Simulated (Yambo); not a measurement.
A G0W0@LDA run in Yambo for AgI (wurtzite, space group P6_3mc, No. 186) (3×3×2 Γ-centred k mesh, bands 9 to 204 and a 7 Ry block in the screening, 204 bands in G with the Bruneval-Gonze terminator, plasmon pole fitted at 27.2 eV) gives these matrix elements, in eV, at the band edges (Γ → Γ):

```json
[
 {"state": "valence edge", "E0": "0.000", "<Vxc>": "-17.293", "<Σx>": "-20.753", "<Σc(E0)>": "2.555", "Z": "0.795"},
 {"state": "conduction edge", "E0": "1.089", "<Vxc>": "-9.869", "<Σx>": "-5.488", "<Σc(E0)>": "-3.721", "Z": "0.821"}
]
```

Task: Solve the linearised quasiparticle equation for both states, give the gap, and say how exchange and correlation each act on it.

Result: E = E0 + Z(Σx + Σc − Vxc). Valence: 0.000 + 0.795 × (-20.753 + (2.555) − (-17.293)) = -0.72 eV. Conduction: 1.089 + 0.821 × (-5.488 + (-3.721) − (-9.869)) = 1.63 eV. The gap is 2.35 eV, against 1.09 eV in LDA. Replacing Vxc by bare exchange alone would open it by 7.84 eV; correlation takes back 6.28 eV of that, and Z scales what is left. Nearest settings tried, and what they do to the gap: 159 bands in W, 159 bands in G: +6 meV; 6 Ry block (245 vectors against 299): -15 meV; 3×3×1 mesh: -123 meV. So the settings aren't converged at that level. The k mesh is coarse. Spin-orbit coupling is left out, which matters for elements this heavy: edges can move by tenths of an eV.

Geometry relaxed with LDA; primitive cell a = 4.4822 Å, b = 4.4822 Å, c = 7.3340 Å, α = 90.00°, β = 90.00°, γ = 120.00°.
